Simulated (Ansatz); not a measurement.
The relaxed structure here is a generated cell of CdAu: the first start was made by placing the elements on the sites of a structure type, and the end was not matched to a known phase here, so it may be hypothetical.

One starting cell of CdAu (a generated cell, CdAu built in the AFLOW prototype AB_hP8_194_ad_f (B_i, as in TiAs)) was relaxed twice with Ansatz (plane waves, PAW, scalar-relativistic): with PBEsol at 420 eV and with PBE at 420 eV. The PBEsol result:

```cif
data_Au4Cd4
_chemical_formula_sum 'Cd4 Au4'
_space_group_name_H-M_alt 'P 1'
_space_group_IT_number 1
_cell_length_a 3.00031
_cell_length_b 3.00031
_cell_length_c 18.69575
_cell_angle_alpha 90.000
_cell_angle_beta 90.000
_cell_angle_gamma 120.000
loop_
_space_group_symop_operation_xyz
  'x, y, z'
loop_
_atom_site_label
_atom_site_type_symbol
_atom_site_fract_x
_atom_site_fract_y
_atom_site_fract_z
_atom_site_occupancy
Cd1 Cd 0.33333 0.66667 0.12487 1
Cd2 Cd 0.66667 0.33333 0.62487 1
Cd3 Cd 0.66667 0.33333 0.87513 1
Cd4 Cd 0.33333 0.66667 0.37513 1
Au1 Au 0.00000 0.00000 0.00000 1
Au2 Au 0.00000 0.00000 0.50000 1
Au3 Au 0.33333 0.66667 0.75000 1
Au4 Au 0.66667 0.33333 0.25000 1
```

```csv
quantity,PBEsol,PBE
space group,P6₃/mmc,P6₃/mmc
volume (Å³/atom),18.22,(withheld)
a (Å),3.000,(withheld)
c (Å),18.696,(withheld)
"gap (eV, no spin-orbit coupling)",0.00,(withheld)
```

Q: What does PBE give for the same quantities?

A: 
- volume (Å³/atom), PBE: 19.51
- a (Å), PBE: 3.097
- c (Å), PBE: 18.786
- gap (eV, no spin-orbit coupling), PBE: 0.00

Both levels end in the same structure; PBE's volume is 7.1 % larger. Neither column is exact.

No spin polarisation in the result.

The run could not lose the symmetry of its start; a randomly shaken copy of 8 atoms returns to this structure.

Ansatz is a quantum-chemistry and plane-wave program.
